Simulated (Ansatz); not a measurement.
The start is a generated cell, BP placed in the zincblende structure type. A full variable-cell relaxation at zero pressure is run with PBEsol (plane waves to 420 eV, PAW, scalar-relativistic; Ansatz, a quantum-chemistry and plane-wave program). The first steps use a coarse 9×9×9 k-mesh.

Input geometry:
```
BP
1.0
    0.00000     2.29588     2.29588
    2.29588     0.00000     2.29588
    2.29588     2.29588     0.00000
P B
1 1
Cartesian
  3.44382   3.44382   3.44382
  0.00000   0.00000   0.00000
```

| Item | Result |
|---|---|
| Initial pressure | -7.3 GPa (negative: the cell is under tension) |
| Energy released | 13 meV/atom |
| Volume change | -4.6 %, from 12.10 to 11.54 Å³/atom |
| Shortest distances (start → end) | The closest pairs of elements (up to four, under 3.6 Å), start → end: B–P 1.99 → 1.96 Å; P–P 3.25 → 3.20 Å; B–B 3.25 → 3.20 Å |
| Optimiser moves | 4 |

Relaxed structure:

Space group F-43m (No. 216); a = b = c = 4.520 Å, α = β = γ = 90.00°

| atom | site | symmetry | x | y | z |
|---|---|---|---|---|---|
| P | 4c | -43m | 0.2500 | 0.2500 | 0.2500 |
| B | 4a | -43m | 0.0000 | 0.0000 | 0.0000 |
(The calculation used a cell of 2 atoms; values per cell refer to that cell.)

Final values are on a 13×13×13 k-mesh of the relaxed cell. No spin polarisation in the result.

The run could not lose the symmetry of its start.

All atoms sit on sites fixed by symmetry, so only the cell could relax.
